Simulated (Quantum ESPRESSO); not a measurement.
```
NbIO2
1.0
    3.89255     0.00000     0.00000
    0.00000     3.75032     0.00000
    0.00000     0.00000    23.70000
O Nb I
4 2 2
Direct
  0.00070   0.00000   0.06481
  0.99276   0.50000   0.93519
  0.49032   0.50000   0.02823
  0.50314   0.00000   0.97177
  0.45558   0.50000   0.94146
  0.53788   0.00000   0.05854
  0.49909   0.00000   0.84619
  0.49437   0.50000   0.15381
```

The layer was cut from Materials Project entry mp-557685 and relaxed with PBEsol in a cell 23.7 Å high, with the Coulomb interaction truncated along z.

Q: What does PBEsol (pw.x of Quantum ESPRESSO, ONCV potentials, no spin-orbit coupling) give for the electronic structure near the Fermi level?

A: The PBEsol gap is indirect, 0.83 eV, from 20 % of the way from Y to Γ to Γ; the smallest direct gap is 1.06 eV. The valence-band maximum lies 5.62 eV below the vacuum level. Without spin-orbit coupling, band edges of such heavy elements can be off by tenths of an eV.

This is a model layer cut from the bulk structure; whether it is stable on its own was not checked.
